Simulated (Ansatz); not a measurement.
Ansatz input

```yaml
crystal:
  lattice:
    - [2.7172923319, 0.0, 0.0]
    - [-1.3586461659, 2.3532441889, 0.0]
    - [0.0, 0.0, 4.5727264362]
  atoms:
    - { symbol: Pd, position: [0.3333333333, 0.6666666667, 0.25], spin: 0.5 }
    - { symbol: Pd, position: [0.6666666667, 0.3333333333, 0.75], spin: -0.5 }
hamiltonian:
  xc: pbesol
  pseudopotentials:
    kind: paw
    azcp:
      Pd: "pseudopotentials/Pd.paw.azcp"
basis:
  ecutwfc: 420
  fft_grid_basis: typed
kpoints:
  mp_grid: { grid: [22, 22, 11], shift: [0, 0, 0] }
magnetization:
  spin_polarized: true
scf:
  occupations: { method: fermi_dirac, width: 0.05 }
output:
  write_density: true
  write_potential: true
  elf: true
  volumetric_format: npy
```

and its output:

```
Warning: the record states the generating functional pbe (its physics header spells it `PBE`), which answers neither for hamiltonian.xc's functional nor for the pbesol family's — results may be inconsistent (PPs are generated against a specific XC)
Engine: ansatz 0.2.0, x86_64-unknown-linux-gnu
Pseudopotentials: kind: paw
Pseudopotential: Pd, paw, valence charge 18, recommended cutoff 420 eV (normal) 
Functional definition: PBEsol
  exchange = pbesol_x
  correlation = pbesol_c
Crystal: 2 atoms, lattice volume = 29.240 Å³
Basis set: ecut = 420 eV, 573 PW (Γ)
Bands: 23, of which v1, the nominal top of the filled ones, is band 18 counted from 1 (17 counted from 0)
Symmetry: 12 space group operations
Space group: P-6m2 (ITA 187), of the structure as read, at distance tolerance 3.1e-5 Å
Magnetic group: BNS 194.267 (UNI 1497), of the structure as read, at distance tolerance 3.1e-5 Å
k-points: 312 of 5324 (time reversal used)
Non-local potential: Pd, projectors of the file, l = 0: 2, l = 1: 2, l = 2: 2, l = 3: 1
PAW form: soft (Blöchl's): semilocal exchange-correlation on the pseudo side does not see the compensation charge
PAW frozen core: Pd, regenerated for the run's functional, and the local potential with it (the file was generated under x = pbe(κ = 0.804, μ = 0.2195149727645171), c = pbe(β = 0.06672455060314922))
PAW one-centre angular grid: Pd, 590 points (default); XC on 64 Gauss nodes
Initial density: superposition of atomic densities (chi_scale 0.1, normalization cell)
Starting moments: Σ|m| = 1 μB on 2 of 2 sites
Starting magnetic order: antiferromagnet; an inversion exchanges its spin sublattices: spin-degenerate at every k-point
Initial wavefunctions: pseudopotential atomic-orbital guess
Functional: x = pbesol(κ = 0.804, μ = 0.12345679012345678), c = pbesol(β = 0.046)
SCF iter   1: F=—  HF=-13815.410800 eV  |F-HF|=—  |Δ(HF+E_count)|=         —  Δρ=8.70e-2 (↑8.70e-2 ↓8.70e-2)  dr2=8.11e0  dr2_m=1.55e-1  M=0.000 μB ∫|m|=0.348 μB  β_m=0.30  ethr=3.10e-3  ⟨swp⟩=5.2  Hψ=61802  notcnv=0
spin=Collinear: Kerker preconditioning applied to the charge; magnetization (m = ρ↑ − ρ↓) channel mixes plain (no charge-response kernel on spin).
SCF iter   2: F=—  HF=-13813.958317 eV  |F-HF|=—  |Δ(HF+E_count)|=    1.45e0  Δρ=5.22e-2 (↑5.22e-2 ↓5.22e-2)  dr2=2.77e0  dr2_m=9.03e-2  M=0.000 μB ∫|m|=0.303 μB  β_m=0.30  ethr=3.10e-3  ⟨swp⟩=2.5  Hψ=29626  notcnv=0  defer=194
SCF iter   3: F=—  HF=-13813.225609 eV  |F-HF|=—  |Δ(HF+E_count)|=   7.33e-1  Δρ=2.08e-2 (↑2.08e-2 ↓2.08e-2)  dr2=1.09e-1  dr2_m=5.20e-2  M=0.000 μB ∫|m|=0.269 μB  β_m=0.30  ethr=3.10e-3  ⟨swp⟩=2.5  Hψ=24978  notcnv=0  defer=194
SCF iter   4: F=—  HF=-13813.225569 eV  |F-HF|=—  |Δ(HF+E_count)|=   3.96e-5  Δρ=1.16e-2 (↑1.16e-2 ↓1.16e-2)  dr2=6.69e-3  dr2_m=3.41e-2  M=0.000 μB ∫|m|=0.228 μB  β_m=0.30  ethr=3.02e-4  ⟨swp⟩=2.0  Hψ=32168  notcnv=0  defer=262
SCF iter   5: F=—  HF=-13813.229795 eV  |F-HF|=—  |Δ(HF+E_count)|=   4.23e-3  Δρ=9.29e-3 (↑9.29e-3 ↓9.29e-3)  dr2=1.19e-3  dr2_m=2.24e-2  M=0.000 μB ∫|m|=0.195 μB  β_m=0.30  ethr=1.86e-5  ⟨swp⟩=2.3  Hψ=19374  notcnv=0  defer=262
...
an SCF along what the orbitals of the run's state read of its open shells (or to have them read: on a GPU, or by another smearing), with the run's symmetry operations kept, reached no lower state that the run goes on to. This is no proof of a minimum
WARN: the starting moments were not kept: the SCF closed with an absolute magnetisation of 6.1e-6 μB, where they sum to 1 μB in size (2 sites). That is at most 0.1 of that sum. Measured as dr2_m measures the in/out step, that magnetisation stands 1.5e-11 eV from none, at or under the dr2_threshold of 1.0e-7 eV: it is no larger than a step whose dr2_m would equal this threshold. The system may hold no moment; this SCF shows only that its start led to no more than that. To try another start: raise the starting moments (crystal.atoms[].spin, magnetization.per_species, magnetization.initial_magnetization, or on a non-collinear deck that types none of these the spinor_matrix: blocks that start its atoms; where the total moment is fixed, keep their sum and leave initial_magnetization as it is; typed ones take the place of any that the run laid by itself, positive ones on a crystal's lanthanoids without a Hubbard term where scf.initial_density.shell_occupations: [] is typed) or, if the notice of its spin-set hold's release reads "site moments contracting" or "site moments show no strong build", lengthen the hold (scf.mixing.spin_hold: { on: { confirm: 4 } }; for m-r²SCAN on two components see the key's manual first). Each may lead to a state that holds a moment. A second SCF, from the converged charge density, with the starting moments and any scf.initial_density.shell_occupations laid on it anew, would have followed, and was not run: the deck does not ask for one (magnetization.retry_lost_moments is false, the default). To let it run, set magnetization.retry_lost_moments: true and run the deck again, where that key's refused combinations let it; where memory then withholds it, that run's warning says so.
SCF converged after 15 iterations
Magnetization: -0.0000 μB (18.0000 up, 18.0000 down)
Absolute magnetization: 0.0000 μB (∫|ρ↑−ρ↓|, with the PAW one-centre terms)
Spin contamination: 0.0000 ħ² per cell (⟨S²⟩ above its minimum at these occupations)
Per-site moments (μB) at R_I (Å): [(-3.042135297483742e-6, 1.1208830869006394), (-2.882736482558498e-6, 1.1208830869006394)]
Free energy (F): -13813.238869 eV
Harris-Foulkes:  -13813.238869 eV  (|F-HF|=6.91e-11)
Internal energy: -13813.198377 eV  (E = F + TS)
E sigma→0 (E₀):  -13813.218623 eV
Entropy (-TS):   -0.040492 eV (-20.246 meV/atom)
Fermi energy:    19.901011 eV
--- Per-component energies (eV) ---
  E_band       = -270.511582
  E_kinetic    = 1027.216579
  E_local      = -3474.231471  (includes V_loc(G=0)·N_el)
  E_nonlocal   = 438.546468
  E_hartree    = 1409.795362
  E_xc         = -335.531201
  E_vxc        = -422.571663  (∫ρ·V_xc dr)
  E_paw        = -7369.595393  (= ΣΔE_a)
  E_vpaw       = -659.062842  (= ΣTr[D̂ρ^β])
  E_aug_tail   = 0.000449  (compensation charges beyond the density's cutoff)
  E_ewald      = -5510.004218
  E_core_change = 0.605048  (= ΣΔE_core)
  E_smearing   = -0.040492  (= −TS)
  E_closure    = 0.000000  (closes the sum)
  Σ components = -13813.238869   (vs F -13813.238869, Δ=0.00e0)
--- Band table (eV; the first three rows and the last of 624) ---
  k-point 0 ↑: bands = ["-64.1923", "-64.1426", "-30.0541", "-29.7730", "-29.7730", "-29.7219", "-29.7219", "-29.6606", "12.5705", "14.4509", "16.8145", "17.0848", "17.0848", "17.4341", "17.4341", "18.2448", "18.2448", "19.6633", "19.6633", "20.5294", "26.7662", "36.8979", "38.2397"]
  k-point 1 ↑: bands = ["-64.1913", "-64.1436", "-30.0463", "-29.7720", "-29.7720", "-29.7229", "-29.7229", "-29.6687", "12.6430", "14.4628", "16.7948", "17.0685", "17.0685", "17.4118", "17.4118", "18.2990", "18.2990", "19.6534", "19.6534", "20.2008", "27.2022", "36.7157", "38.4054"]
  k-point 2 ↑: bands = ["-64.1884", "-64.1465", "-30.0235", "-29.7690", "-29.7690", "-29.7259", "-29.7259", "-29.6924", "12.8550", "14.4920", "16.7430", "17.0335", "17.0335", "17.3505", "17.3505", "18.4443", "18.4443", "19.4261", "19.6194", "19.6194", "28.3009", "36.3660", "38.5886"]
  k-point 311 ↓: bands = ["-64.1187", "-64.1183", "-30.0531", "-30.0528", "-30.0014", "-29.9876", "-29.7593", "-29.7566", "15.6867", "15.7038", "16.1177", "16.2424", "16.9726", "17.0159", "17.9591", "18.1133", "19.7035", "19.7501", "26.5378", "26.8026", "28.6275", "29.0859", "29.6014"]
```
